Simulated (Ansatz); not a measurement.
Nb₃Sn (A15, Cr3Si type)

```
Nb3Sn
1.0
    5.31932     0.00000     0.00000
    0.00000     5.31932     0.00000
    0.00000     0.00000     5.31932
Nb Sn
6 2
Cartesian
  1.32983   0.00000   2.65966
  3.98949   0.00000   2.65966
  0.00000   2.65966   1.32983
  0.00000   2.65966   3.98949
  2.65966   1.32983   0.00000
  2.65966   3.98949   0.00000
  0.00000   0.00000   0.00000
  2.65966   2.65966   2.65966
```

The slice is a {100} plane (indices of the conventional cell) through the point (0.500, 0.750, 0.000) (fractional), spanned by u = [100] and v = [010] in vectors of this cell: u (5.32 Å) and v (5.32 Å, at 90° to u). It covers one period; positions are fractions (u, v).

Method: PBE (plane waves to 420 eV, PAW, scalar-relativistic; Ansatz, a quantum-chemistry and plane-wave program). k mesh 9×9×9. Inside the PAW spheres the values are not all-electron values, and peaks at nuclei hang on which shells count as valence. Nb3Sn is run without spin polarisation. Nb3Sn was relaxed with its symmetry unable to fall.

**Question.** What is the valence density on the shortest Nb–Nb line in this plane (2.66 Å), at its midpoint?

**Answer.** 0.43 e/Å³.

**Question.** What is the ELF at the midpoint of the shortest Nb–Nb line in this plane (2.66 Å)?

**Answer.** 0.31.

**Question.** Predict the map of the electrostatic potential energy of an electron, from the cell's mean on the slice.

**Answer.** 
```
|xxxxxx005788877666778887500xxxxx|
|xxxxxx015889877666778988510xxxxx|
|xxxxxx036898876656678898630xxxxx|
|xxxxx01578987654445678987510xxxx|
|xxxx0047899865433345689987400xxx|
|x0001468998764321234678998641000|
|00024689998753210123578999864200|
|00235789998753200023578999875320|
|00024689998753210123578999864200|
|x0001468998764321234678998641000|
|xxxx0047899865433345689987400xxx|
|xxxxx01578987654445678987510xxxx|
|xxxxxx036898876656678898630xxxxx|
|xxxxxx015889877666778988510xxxxx|
|xxxxxx005788877666778887500xxxxx|
|xxxxxxx0478876544456788740xxxxxx|
|xxxxxx004676531000135676400xxxxx|
|xxxxxx0045541000x0001455400xxxxx|
|xxxxxx0244300xxxxxxx0034420xxxxx|
|xxxxx0034310xxxxxxxxx0134300xxxx|
|xxxx0024420xxxxxxxxxxx0244200xxx|
|x0000345410xxxxxxxxxxx0145430000|
|00013566400xxxxxxxxxxx0046653100|
|0013456640xxxxxxxxxxxxx046654310|
|00013566400xxxxxxxxxxx0046653100|
|x0000345410xxxxxxxxxxx0145430000|
|xxxx0024420xxxxxxxxxxx0244200xxx|
|xxxxx0034310xxxxxxxxx0134300xxxx|
|xxxxxx0244300xxxxxxx0034420xxxxx|
|xxxxxx0045541000x0001455400xxxxx|
|xxxxxx004676531000135676400xxxxx|
|xxxxxxx0478876544456788740xxxxxx|
```
Scale: ten equal steps from 3.00 (start of '0') to 11.47 (end of '9'), in the order '0123456789'. Values: electrostatic potential energy of an electron, from the cell's mean, in eV. The map has 32 points along u (one character each, u = 0 at the left) and 32 along v (v = 0 in the bottom row). Points within 1 Å of a nucleus are blanked (x), as the pseudised field means little there. Values under 3 eV are set to 3. The zero, the cell's mean, hangs on the PAW cores.
